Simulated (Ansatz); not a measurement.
A relaxed cell of Nb (Im-3m (No. 229)), relaxed on a k-mesh at least as fine as the one used below. Method: PBEsol (plane waves to 420 eV, PAW, scalar-relativistic; Ansatz, a program for electronic structure). Γ-centred k-mesh 14×14×7 on the run's cell (coarser than for final values), Fermi–Dirac smearing 0.05 eV.

```
Nb
1.0
   -1.63563     1.63563     1.63563
    1.63563    -1.63563     1.63563
    3.27126     3.27126    -3.27126
Nb
2
Cartesian
  0.00000   0.00000   0.00000
  1.63563   1.63563  -1.63563
```

The atoms are displaced by (Å):

| atom | ux | uy | uz |
|---|---|---|---|
| Nb1 | -0.108 | -0.047 | -0.019 |
| Nb2 | -0.104 | -0.041 | -0.068 |

Question: What forces (eV/Å) and pressure result?

Answer: 
```tsv
atom	Fx	Fy	Fz
Nb1	0.03	0.03	-0.22
Nb2	-0.03	-0.03	0.22
```

Pressure +0.3 GPa.

No spin polarisation in the result.

The run that gave the undisplaced cell could not lose the symmetry of its start; a randomly shaken copy of 2 atoms returns to this structure.
